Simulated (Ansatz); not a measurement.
An Ansatz (a quantum-chemistry and plane-wave program) run. Input:

Ansatz 0.2 input:
```yaml
crystal:
  lattice:
    - [0.0, 2.235375449, 2.235375449]
    - [2.235375449, 0.0, 2.235375449]
    - [2.235375449, 2.235375449, 0.0]
  atoms:
    - { symbol: Ru, position: [0.0, 0.0, 0.0] }
    - { symbol: N, position: [0.25, 0.25, 0.25] }
kpoints:
  mp_grid: { grid: [33, 33, 33] }
hamiltonian:
  xc: lda
  pseudopotentials: { kind: paw }
scf:
  occupations: { method: fermi_dirac, width: 0.1 }
elastic: { mode: relaxed_ion, stencil: two_point, amplitude: 0.005, f_tol: 0.0005 }
```

Output (shortened):

```
Pseudopotential: Ru, paw, valence charge 16
Pseudopotential: N, paw, valence charge 5
Functional definition: SPW92
Crystal: 2 atoms, lattice volume = 22.340 Å³
Basis set: ecut = 420 eV, 411 PW (Γ)
Bands: 15, of which v1, the nominal top of the filled ones, is band 11 counted from 1 (10 counted from 0)
Symmetry: 24 space group operations
Space group: F-43m (ITA 216), of the structure as read, at distance tolerance 2.8e-5 Å
k-points: 969 of 35937 (time reversal used)
SCF 1 converged in 9 iterations: F = -6131.873185 eV  dr2 = 3.64e-16
Crystal: 2 atoms, lattice volume = 22.228 Å³
Symmetry: 8 space group operations
k-points: 2601 of 35937 (time reversal used)
SCF 2 converged in 8 iterations: F = -6131.872557 eV  dr2 = 1.05e-14
Crystal: 2 atoms, lattice volume = 22.452 Å³
Basis set: ecut = 420 eV, 427 PW (Γ)
SCF 3 converged in 6 iterations: F = -6131.872677 eV  dr2 = 5.45e-15
Crystal: 2 atoms, lattice volume = 22.340 Å³
Basis set: ecut = 420 eV, 419 PW (Γ)
Symmetry: 4 space group operations
k-points: 4913 of 35937 (time reversal used)
SCF 4 converged in 8 iterations: F = -6131.872843 eV  dr2 = 1.02e-14
relax step   1: F+E_penalty+E_count = -6131.87284320 eV  Δ(F+E_penalty+E_count) = +0.000e0 eV  max|allowed force component| = 7.249e-2 eV/Å  Δτ_max = 0.0000 Å  (8 SCF iters, accepted)
Crystal: 2 atoms, lattice volume = 22.340 Å³
SCF 5 converged in 7 iterations: F = -6131.872945 eV  dr2 = 4.31e-15
relax step   2: F+E_penalty+E_count = -6131.87294503 eV  Δ(F+E_penalty+E_count) = -1.018e-4 eV  max|allowed force component| = 4.659e-2 eV/Å  Δτ_max = 0.0009 Å  (7 SCF iters, accepted)
Crystal: 2 atoms, lattice volume = 22.340 Å³
SCF 6 converged in 7 iterations: F = -6131.873017 eV  dr2 = 1.09e-14
relax step   3: F+E_penalty+E_count = -6131.87301673 eV  Δ(F+E_penalty+E_count) = -7.170e-5 eV  max|allowed force component| = 1.023e-5 eV/Å  Δτ_max = 0.0015 Å  (7 SCF iters, accepted)
Crystal: 2 atoms, lattice volume = 22.340 Å³
SCF 7 converged in 6 iterations: F = -6131.873017 eV  dr2 = 0.0
Crystal: 2 atoms, lattice volume = 22.340 Å³
SCF 8 converged in 8 iterations: F = -6131.872843 eV  dr2 = 1.05e-14
relax step   1: F+E_penalty+E_count = -6131.87284320 eV  Δ(F+E_penalty+E_count) = +0.000e0 eV  max|allowed force component| = 7.249e-2 eV/Å  Δτ_max = 0.0000 Å  (8 SCF iters, accepted)
Crystal: 2 atoms, lattice volume = 22.340 Å³
SCF 9 converged in 7 iterations: F = -6131.873017 eV  dr2 = 3.41e-14
relax step   2: F+E_penalty+E_count = -6131.87301673 eV  Δ(F+E_penalty+E_count) = -1.735e-4 eV  max|allowed force component| = 5.811e-6 eV/Å  Δτ_max = 0.0024 Å  (7 SCF iters, accepted)
Crystal: 2 atoms, lattice volume = 22.340 Å³
SCF 10 converged in 6 iterations: F = -6131.873017 eV  dr2 = 0.0
SCF converged after 9 iterations
Free energy (F): -6131.873185 eV
Harris-Foulkes:  -6131.873185 eV  (|F-HF|=0.00e0)
Internal energy: -6131.833133 eV  (E = F + TS)
E sigma→0 (E₀):  -6131.853159 eV
Entropy (-TS):   -0.040052 eV (-20.026 meV/atom)
Fermi energy:    17.259580 eV
--- Per-component energies (eV) ---
  E_band       = -123.246950
  E_kinetic    = 645.558118
  E_local      = -1765.573719  (includes V_loc(G=0)·N_el)
  E_nonlocal   = 397.988098
  E_hartree    = 578.943383
  E_xc         = -247.957958
  E_vxc        = -313.546517  (∫ρ·V_xc dr)
  E_paw        = -3460.019998  (= ΣΔE_a)
  E_vpaw       = -245.559494  (= ΣTr[D̂ρ^β])
  E_aug_tail   = -0.000202  (compensation charges beyond the density's cutoff)
  E_ewald      = -2281.422584
  E_core_change = 0.651729  (= ΣΔE_core)
  E_smearing   = -0.040052  (= −TS)
  E_closure    = 0.000000  (closes the sum)
  Σ components = -6131.873185   (vs F -6131.873185, Δ=0.00e0)
--- Forces (eV/Å), atoms counted from 1 ---
  atom   1  Ru     0.00000000     0.00000000     0.00000000
  atom   2  N      0.00000000     0.00000000     0.00000000
  max |Σ_I F_I| component: 2.50e-16 eV/Å
--- Stress (GPa, compression-positive) ---
        0.081187       0.000000       0.000000
        0.000000       0.081187       0.000000
        0.000000       0.000000       0.081187
  P = ⅓ Tr σ = 0.0812 GPa (0.812 kbar)
--- Band table (eV; the first three rows and the last of 969) ---
  k-point 0: bands = ["-55.8902", "-25.9019", "-25.9019", "-25.9019", "0.2554", "9.7965", "9.7965", "9.7965", "15.5250", "15.5250", "18.5732", "21.8770", "21.8770", "21.8770", "32.2192"]
  k-point 1: bands = ["-55.8899", "-25.9045", "-25.9023", "-25.9023", "0.2663", "9.7868", "9.8044", "9.8044", "15.5181", "15.5181", "18.6157", "21.8451", "21.8750", "21.8750", "32.0404"]
  k-point 2: bands = ["-55.8892", "-25.9119", "-25.9034", "-25.9034", "0.2985", "9.7614", "9.8289", "9.8289", "15.4986", "15.4986", "18.7395", "21.7559", "21.8700", "21.8700", "31.5759"]
  k-point 968: bands = ["-55.8561", "-26.1124", "-26.0589", "-26.0027", "1.6596", "9.8816", "11.3630", "12.1999", "14.2234", "15.3416", "16.9703", "18.2863", "19.9452", "27.6474", "28.7453"]
--- Elastic constants: 2 strain directions × 2 members + reference (group order 24) ---
  dense FFT box of the reference and of every strained cell: 24×24×24
  strains applied: 11, 23; error gains: componentwise 1.00 (the most a stress slope's error grows in a printed constant), spectral 1.73 (1 for all six strains …
  C = ∂σ_k/∂η_j (tension-positive GPa; Voigt order 11 22 33 23 13 12):
       322.144    299.928    299.928      0.000      0.000      0.000
       299.928    322.144    299.928      0.000      0.000      0.000
       299.928    299.928    322.144      0.000      0.000      0.000
         0.000      0.000      0.000     92.637      0.000      0.000
         0.000      0.000      0.000      0.000     92.637      0.000
         0.000      0.000      0.000      0.000      0.000     92.637
  reference stress σ⁰ (GPa):     -0.081     -0.081     -0.081      0.000      0.000      0.000
  moduli (Voigt/Reuss/Hill, GPa): K = 307.33/307.33/307.33   G = 60.03/23.54/41.78   E = 119.91   ν = 0.435
  mechanically stable: yes (min eigenvalue of sym C = 22.22 GPa)
  strain η (Voigt 11):  stress-route row diagonal C_11 = 322.14 GPa, energy-path curvature d²(F+E_count+ΔE)/dδ²/Ω₀ = 322.12 GPa
         δ    σ_11 (GPa)             F (eV)   n_scf  n_hpsi   n_pw
    -5.000e-3      -1.7106       -6131.8725567       8  698982    448   relax 0 steps, max|allowed force component| 4.16e-17 eV/Å
     5.000e-3       1.5109       -6131.8726773       6  615991    452   relax 0 steps, max|allowed force component| 4.16e-17 eV/Å
  strain η (Voigt 23):  stress-route row diagonal C_44 = 92.64 GPa, energy-path curvature d²(F+E_count+ΔE)/dδ²/Ω₀ = 92.71 GPa
         δ    σ_23 (GPa)             F (eV)   n_scf  n_hpsi   n_pw
    -5.000e-3      -0.4632       -6131.8730167       6  980739    450   relax 3 steps, max|allowed force component| 1.02e-5 eV/Å
     5.000e-3       0.4632       -6131.8730167       6  980522    450   relax 2 steps, max|allowed force component| 5.81e-6 eV/Å
```

Cost: around 30 core-minutes (rough) on shared cores.

The first step of the workflow began from a Materials Project structure, measured or hypothetical; the Crystallography Open Database copy checked does not list it. Its standing as an ambient phase is unchecked. The LDA relaxation kept the symmetry of its start; whether a distortion lowers the energy is not shown. No spin polarisation was allowed. As this level gives no gap, shear constants depend on the k-mesh and smearing (Fermi–Dirac, 0.1 eV here). Scalar-relativistic: spin–orbit coupling is off unless named, which matters more the heavier the elements.

Potentials: the later of the program's two PAW sets.

Ansatz is a plane-wave DFT program.
